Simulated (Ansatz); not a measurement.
Relaxed candidate structures of WC:

A. P4/nmm, origin choice 1 (No. 129), tP4; a = b = 3.026 Å, c = 4.561 Å, α = β = γ = 90.00°; W 2c (0.500, 0.000, 0.287); C 2c (0.000, 0.500, 0.218)

B. Pnma (No. 62), oP8; a = 5.409 Å, b = 3.960 Å, c = 4.080 Å, α = 90.00°, β = 90.00°, γ = 90.00°; W 4c (0.210, 0.250, 0.105); C 4c (0.122, 0.250, 0.596)

C. Pm (No. 6), mP12; a = 3.009 Å, b = 6.117 Å, c = 7.276 Å, α = γ = 90.00°, β = 90.63°; C 1a (0.977, 0.000, 0.731); C 1b (0.224, 0.500, 0.487); C 2c (0.990, 0.292, 0.477); C 2c (0.484, 0.251, 0.986); W 2c (0.466, 0.243, 0.689); W 2c (0.471, 0.265, 0.271); W 1a (0.990, 0.000, 0.021); W 1b (0.986, 0.500, 0.973)

D. P6/mmm (No. 191), hP6; a = b = 5.2957 Å, c = 2.8644 Å, α = β = 90.00°, γ = 120.00°; C 3f (0.000, 0.500, 0.000); W 2d (0.333, 0.667, 0.500); W 1b (0.000, 0.000, 0.500)

Rank these by energy per atom (lowest first), as r2SCAN (plane waves to 500 eV, PAW, scalar-relativistic; Ansatz, a first-principles code) gives it.

A (reference), C (+0.08 eV/atom), B (+0.25 eV/atom), D (+0.70 eV/atom)

The lowest structure calculated, P-6m2, hP2, AFLOW prototype AB_hP2_187_d_a (B_h, as in WC), is not among these; it lies 0.45 eV/atom below the lowest of them. Probably no minimum, since a slightly shaken restart fell lower: Pnma, oP8 (by 0.25 eV/atom, to P4/nmm). 2 runs with a doubtful electronic state, a coarser numerical grid, an end not at rest or a source that can't be used are left out. 1 generated cell of layers, chains or molecules, poorly bound without dispersion, is left out. Each run could gain symmetry but not lose that of its start, so entries can be saddle points. All of these are generated cells (placed on structure types, drawn at random, substituted or restacked) that were not matched to a known phase here. Static energies at zero pressure. The runs use different k-meshes, so differences are rounded accordingly. No spin polarisation in the result.
